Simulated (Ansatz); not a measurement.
**Ba₂VReO₆ in Ansatz, settings compared**

The command:

```bash
ansatz run input.yaml --threads 1 --pin off --max-ram 2560MiB --backend cpu --events-out ev --progress --plain --runs-dir out
```

The input file (Ansatz 0.2.0, plane waves):

```yaml
crystal:
  lattice:
    - [0.0, 4.078762, 4.078762]
    - [4.078762, 0.0, 4.078762]
    - [4.078762, 4.078762, 0.0]
  atoms:
    - { symbol: Re, position: [0.0, 0.0, 0.0] }
    - { symbol: V, position: [0.5, 0.5, 0.5] }
    - { symbol: O, position: [0.75, 0.25, 0.25] }
    - { symbol: O, position: [0.25, 0.75, 0.25] }
    - { symbol: O, position: [0.25, 0.75, 0.75] }
    - { symbol: O, position: [0.75, 0.25, 0.75] }
    - { symbol: O, position: [0.25, 0.25, 0.75] }
    - { symbol: O, position: [0.75, 0.75, 0.25] }
    - { symbol: Ba, position: [0.25, 0.25, 0.25] }
    - { symbol: Ba, position: [0.75, 0.75, 0.75] }
  symmetry: { tolerance: 0.0003 }
kpoints:
  mp_grid: { grid: [4, 4, 4], shift: [0, 0, 0] }
magnetization:
  spin_polarized: false
scf:
  occupations: { method: fermi_dirac }
hamiltonian:
  pseudopotentials: { kind: paw }
  xc: r2scan
basis:
  ecutwfc: 500
output:
  forces: true
  stress: true
  eigenvalues: true
  write_density: true
  write_potential: true
  elf: true
  volumetric_format: npy
```

Origin of the cell: a known structure type with other elements, at an estimated volume, so it need not be a known compound.

The smearing width isn't typed, so it takes its default of 0.1 eV.

Output of this run (shortened):

```
Pseudopotentials: kind: paw
Pseudopotential: Re, paw, valence charge 15, recommended cutoff 500 eV (meta_gga), Re.paw.azcp
Pseudopotential: V, paw, valence charge 13, recommended cutoff 500 eV (meta_gga), V.paw.azcp
Pseudopotential: O, paw, valence charge 6, recommended cutoff 500 eV (meta_gga), O.paw.azcp
Pseudopotential: Ba, paw, valence charge 10, recommended cutoff 500 eV (meta_gga), Ba.paw.azcp
Functional definition: r2SCAN
  exchange = r2scan_x(k0 = k0, k1 = k1, a1 = a1)
  correlation = r2scan_c
Crystal: 10 atoms, lattice volume = 135.711 Å³
Basis set: ecut = 500 eV, 3479 PW (Γ), exchange–correlation on 180×180×180 points (64 copies of the dense FFT grid, shifted against one another)
Bands: 52, of which v1, the nominal top of the filled ones, is band 42 counted from 1 (41 counted from 0)
[… 15 lines left out …]
Initial density: superposition of atomic densities (neutral atoms: chi_scale 0, normalization atom), corrected by the library's trained network
Functional: x = r2scan, c = r2scan; τ floored in thin density (d = 2e-4 eV/Å³)
SCF iter   1: F=—  HF=-29148.238972 eV  Δρ=3.30e-2  dr2=2.37e0  dr2_τ=5.22e-1
SCF iter   2: F=—  HF=-29149.578659 eV  Δρ=1.07e-1  dr2=2.71e1  dr2_τ=1.17e0  defer=3  recentre
SCF iter   3: F=—  HF=-29148.450433 eV  Δρ=1.06e-2  dr2=2.11e-1  dr2_τ=5.31e-3
SCF iter   4: F=—  HF=-29148.444184 eV  Δρ=1.18e-2  dr2=3.06e-1  dr2_τ=1.07e-2
SCF iter   5: F=—  HF=-29148.435295 eV  Δρ=2.71e-3  dr2=1.65e-2  dr2_τ=2.39e-3
[… 2 lines left out …]
SCF iter   8: F=—  HF=-29148.434826 eV  Δρ=3.50e-4  dr2=2.63e-4  dr2_τ=2.54e-6
SCF iter   9: F=—  HF=-29148.434820 eV  Δρ=1.74e-4  dr2=7.03e-5  dr2_τ=1.34e-6
SCF iter  10: F=—  HF=-29148.434939 eV  Δρ=3.59e-5  dr2=3.17e-6  dr2_τ=1.87e-7
SCF iter  11: F=—  HF=-29148.434939 eV  Δρ=8.13e-6  dr2=1.21e-7  dr2_τ=5.57e-9
SCF iter  12: F=-29148.434939 eV  HF=-29148.434939 eV  Δρ=1.35e-6  dr2=4.16e-9  dr2_τ=1.03e-10
SCF 1 converged in 12 iterations: F = -29148.434939 eV  dr2 = 4.16e-9
SCF converged after 12 iterations
Free energy (F): -29148.434939 eV
Harris-Foulkes:  -29148.434939 eV  (|F-HF|=3.65e-9)
Internal energy: -29148.269336 eV  (E = F + TS)
E sigma→0 (E₀):  -29148.352137 eV
Entropy (-TS):   -0.165603 eV (-16.560 meV/atom)
Fermi energy:    12.649725 eV
--- Per-component energies (eV) ---
  E_band       = -454.251384
  E_kinetic    = 2259.085545
  E_local      = -5021.292410  (includes V_loc(G=0)·N_el)
  E_nonlocal   = 396.883635
  E_hartree    = 1953.848732
  E_xc         = -1266.954606
  E_vxc        = -1450.868839  (∫ρ·V_xc dr)
  E_paw        = -21268.129358  (= ΣΔE_a)
  E_vpaw       = -630.017688  (= ΣTr[D̂ρ^β])
  E_aug_tail   = 0.005884  (compensation charges beyond the density's cutoff)
  E_vtau       = 84.255533  (kinetic-family band-sum trace: ∫τ·v_τ [+ j·A + Jᵃ·Aᵃ] dr)
  E_ewald      = -6200.929294
  E_core_change = -0.787465  (= ΣΔE_core)
  E_smearing   = -0.165603  (= −TS)
  Σ components = -29148.434939   (vs F -29148.434939, Δ=0.00e0)
--- Forces (eV/Å), atoms counted from 1 ---
  atom   1  Re    -0.000000     0.000000    -0.000000
[… 4 lines left out …]
  atom   6  O     -0.000000     0.196865     0.000000
  atom   7  O      0.000000     0.000000    -0.196865
  atom   8  O     -0.000000     0.000000     0.196865
  atom   9  Ba    -0.000000     0.000000     0.000000
  atom  10  Ba     0.000000    -0.000000     0.000000
  max |Σ_I F_I| component: 5.44e-17 eV/Å
--- Stress (GPa, compression-positive) ---
      -12.989586       0.000000       0.000000
       -0.000000     -12.989586       0.000000
        0.000000       0.000000     -12.989586
  P = ⅓ Tr σ = -12.9896 GPa (-129.896 kbar)
```

The same input was run again with these changes:

1. `basis.ecutwfc` 500 → "400 eV"; `crystal.symmetry` { tolerance: 0.0003 } → { detect: false }
2. `scf.eigensolver.kind` default → davidson; `basis.precision` default → f64
3. `scf.lower_state_search` default → standard; `scf.occupations.method` fermi_dirac → tetrahedron

```json
{"run": "base", "end": "converged", "SCF iterations": "12", "P (GPa)": "-12.99", "max force component (eV/Å)": "0.197", "moment (μB)": "–", "ΔE(σ→0) (meV/atom)": "0"}
{"run": "1", "end": "converged", "SCF iterations": "11", "P (GPa)": "-12.99", "max force component (eV/Å)": "0.197", "moment (μB)": "–", "ΔE(σ→0) (meV/atom)": "6.65"}
{"run": "2", "end": "converged", "SCF iterations": "12", "P (GPa)": "-12.99", "max force component (eV/Å)": "0.197", "moment (μB)": "–", "ΔE(σ→0) (meV/atom)": "0.00"}
{"run": "3", "end": "converged", "SCF iterations": "13", "P (GPa)": "-13.17", "max force component (eV/Å)": "0.161", "moment (μB)": "–", "ΔE(σ→0) (meV/atom)": "-2.42"}
```

Energies are compared only where functional, datasets, charge and starting cell are the same.

Caveats of the base run: no spin polarisation, so a magnetic state may lie lower; no spin-orbit coupling, though heavy elements are present; the k mesh is coarse if the cell is a metal.

Run 1: the cutoff lies below the datasets' advice.
Run 3: forces and stress under tetrahedra may miss the slope of the energy.

The base run took 16 s on 1 thread of Arm Neoverse V1, on a shared host, peak memory 0.83 GiB, from the program's own first density.
